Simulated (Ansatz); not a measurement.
Starting structure of a cell relaxation (symmetry kept):

```
CELL_PARAMETERS angstrom
3.85000 0.00000 0.00000
0.00000 3.85000 0.00000
0.00000 0.00000 3.85000
ATOMIC_POSITIONS crystal
Na 0.00000 0.00000 0.00000
W 0.50000 0.50000 0.50000
O 0.50000 0.50000 0.00000
O 0.00000 0.50000 0.50000
O 0.50000 0.00000 0.50000
```

The calculation used DFT PBEsol, scalar-relativistic, plane waves, PAW in Ansatz 0.2.0.

Settings: cutoff 420 eV, Γ-centred mesh 10×10×10 on the computed 5-atom cell, Gaussian smearing of 0.10 eV; no spin polarisation.

Problem. What does it relax to?

Solution. The volume goes up by 0.23 Å³/atom to 11.64 Å³/atom, and the energy falls by 3.2 meV/atom. Final structure:
```
Na W O
1.0
     3.87537    0.00000    0.00000
     0.00000    3.87537    0.00000
     0.00000    0.00000    3.87537
Na W O
1 1 3
Direct
  0.00000 0.00000 0.00000
  0.50000 0.50000 0.50000
  0.50000 0.50000 0.00000
  0.00000 0.50000 0.50000
  0.50000 0.00000 0.50000
```

Spin–orbit coupling is left out, which can shift energies with elements as heavy as these. Spin polarisation was left out, and a magnetic state may lie lower.

Symmetry holds off the tilts and polar distortions that many cubic perovskites undergo.

Cost: 1 run of about 0.53 core-minutes, on Arm Neoverse V2 (shared hosts).